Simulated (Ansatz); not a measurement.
## Squeezing Si2W

```yaml
crystal:
  lattice:
    - [-1.60533, 1.60533, 3.91091]
    - [1.60533, -1.60533, 3.91091]
    - [1.60533, 1.60533, -3.91091]
  atoms:
    - { symbol: Si, position: [0.33503, 0.33503, 0.00000] }
    - { symbol: Si, position: [0.66497, 0.66497, 0.00000] }
    - { symbol: W, position: [0.00000, 0.00000, 0.00000] }
```

The base volume is that of a database entry, with shape and atoms relaxed on PAW files at held volume, so it needn't be at zero pressure; the structure needn't be the stable phase, at rest or compressed.

Its volume is scaled, and at each volume shape and atoms are relaxed on PAW files; all methods then take that cell.

Level of theory: DFT with LDA, scalar-relativistic, in Ansatz 0.2.0; a Γ-centred 16×16×16 k mesh, Fermi–Dirac smearing of 0.05 eV, no spin polarisation. LAPW: all electrons, basis error target 1 meV/atom; PAW: frozen-core files, cutoff 420 eV; crystal datasets: all electrons, by PAW datasets that the program makes for each cell.

Energies are extrapolated to zero smearing and count from the unscaled cell; pressure is positive in compression; gaps take the mesh and a band path. No temperature or zero-point motion is included.

Spin–orbit coupling is left out, which matters for the heavy atoms. The PAW files were made under PBE. The structure type is held throughout; the real material can change phase at far lower pressure.

```
V/V0  V (Å³/atom)  P LAPW (GPa)  ΔE LAPW (eV/atom)  P PAW − LAPW (GPa)  ΔE PAW − LAPW (meV/atom)  space group  shortest distance (Å)
1.00        13.44         -5.10              0.000                0.05                       0.0       I4/mmm                  2.581
0.70         9.41             ?              1.391                1.30                      11.3       I4/mmm                      ?
0.50         6.72         616.4              7.101                5.49                      59.1       I4/mmm                  2.019
0.45         6.05         864.7             10.175                7.24                      83.5       I4/mmm                  1.936
```

Q: Fill in "P LAPW (GPa)" for the row "0.70".

A: 159.6.

Q: What belongs in the row "0.70", column "shortest distance (Å)"?

A: 2.297.

Q: At the smallest volume, how far do crystal datasets lie from LAPW in pressure and in the largest force component?

A: crystal datasets: +0.02 GPa, 0.001 eV/Å, on a LAPW pressure of 864.7 GPa.

Q: How do the Löwdin populations by LAPW change from the unscaled cell to the last row?

A: Si 2s 1.99 → 1.94, Si 3s 1.18 → 0.78, Si 3p 2.75 → 2.65, W 5s 1.94 → 1.83, W 5p 5.99 → 5.92, W 5d 5.49 → 6.70 electrons an atom. These are projections on the shells that the free atoms fill; 0.22 e a cell lies outside them at the start and 0.38 e at the end.
